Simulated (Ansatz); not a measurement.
Relaxed-ion elastic tensor of SnO in space group P4/nmm (No. 129; Sn on 2c, O on 2a) in GPa (Voigt order), LDA (plane waves, PAW; program Ansatz); density 6.75 g/cm³, 16.57 Å³ per atom.

```csv
,1,2,3,4,5,6
1,105,88.9,14.8,0.0,0.0,0.0
2,88.9,105,14.8,0.0,0.0,0.0
3,14.8,14.8,45.3,0.0,0.0,0.0
4,0.0,0.0,0.0,32.5,0.0,0.0
5,0.0,0.0,0.0,0.0,32.5,0.0
6,0.0,0.0,0.0,0.0,0.0,90.9
```

Question: Is the crystal mechanically stable?

Answer: Yes: the smallest eigenvalue of C is 15.8 GPa.

Question: Work out the Voigt, Reuss and Hill averages.

Answer: K_V = 54.6, K_R = 37.0, K_H = 45.8; G_V = 40.3, G_R = 21.0, G_H = 30.6 GPa.

Question: Give Young's modulus, Poisson's ratio, Pugh's ratio and the universal anisotropy index.

Answer: E = 9KG/(3K + G) = 75.1 GPa; ν = 0.23; K/G = 1.50 (brittle by the Pugh limit of 1.75); A_U = 5G_V/G_R + K_V/K_R − 6 = 5.07.

Question: Estimate the sound speeds and the Debye temperature.

Answer: v_l = √((K + 4G/3)/ρ) = 3580 m/s, v_t = √(G/ρ) = 2130 m/s, mean 2360 m/s; Θ = (h/k)(3n/4πV)^(1/3) v_m = 275 K.

Question: Solve the Christoffel equation for the three sound speeds along x, y, z.

Answer: Eigenvalues of C_ijkl n_j n_l equal ρv². In km/s, slowest first: x 2.19, 3.67, 3.94; y 2.19, 3.67, 3.94; z 2.19, 2.19, 2.59.

Question: How much does each axis shrink under pressure?

Answer: Linear compressibilities β_i = Σ_j S_ij (j = 1 to 3): x 3.7, y 3.7, z 20 per TPa.

The cell was relaxed with LDA under the symmetry of its start; of distortions, only those at the zone centre were tested. A crystal of weakly bound layers computed without a dispersion correction: the cell and the soft elastic constants depend strongly on that. As this level gives no gap, shear constants depend on the k-mesh and smearing (Fermi–Dirac, 0.1 eV here). On the denser mesh and wider smearing of the elastic run this cell carries a stress of 0.3 GPa. Spin–orbit coupling is left out wherever it is not named.

Potentials: the later of the program's two PAW sets.
